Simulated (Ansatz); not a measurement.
SiO₂:
```yaml
crystal:
  lattice:
    - [4.94785, 0.00000, 0.00000]
    - [-2.47392, 4.28496, 0.00000]
    - [0.00000, 0.00000, 5.44071]
  atoms:
    - { symbol: Si, position: [0.47032, 0.00000, 0.83333] }
    - { symbol: Si, position: [0.00000, 0.47032, 0.16667] }
    - { symbol: Si, position: [0.52968, 0.52968, 0.50000] }
    - { symbol: O, position: [0.41253, 0.26701, 0.71453] }
    - { symbol: O, position: [0.73299, 0.14552, 0.04786] }
    - { symbol: O, position: [0.85448, 0.58747, 0.38120] }
    - { symbol: O, position: [0.14552, 0.73299, 0.95214] }
    - { symbol: O, position: [0.26701, 0.41253, 0.28547] }
    - { symbol: O, position: [0.58747, 0.85448, 0.61880] }
```

Tensor components refer to the Cartesian frame of this cell.

Give the proper piezoelectric stress tensor with relaxed ions from PBEsol in the plane-wave PAW code Ansatz.

In C/m², rows x, y, z, Voigt columns; mesh uncertainty up to 0.00.
```
 0.17  -0.17   0.00  -0.04   0.00   0.00
 0.00   0.00   0.00   0.00   0.04  -0.17
 0.00   0.00   0.00   0.00   0.00   0.00
```

The elastic tensor of the same run (GPa):

```tsv
	1	2	3	4	5	6
1	76.0	4.8	8.5	-17.7	0.0	0.0
2	4.8	76.0	8.5	17.7	0.0	0.0
3	8.5	8.5	93.4	0.0	0.0	0.0
4	-17.7	17.7	0.0	53.3	0.0	0.0
5	0.0	0.0	0.0	0.0	53.3	-17.7
6	0.0	0.0	0.0	0.0	-17.7	35.6
```

Convert to strain constants d = e·S.

In pC/N:
```
 2.6  -2.6   0.0   0.9   0.0   0.0
 0.0   0.0   0.0   0.0  -0.9  -5.1
 0.0   0.0   0.0   0.0   0.0   0.0
```

Space group P3_121. The PBEsol relaxation kept the symmetry of its start. Signs of piezoelectric constants follow the polarity of the cell as given.

Potentials: the later of the program's two PAW sets.
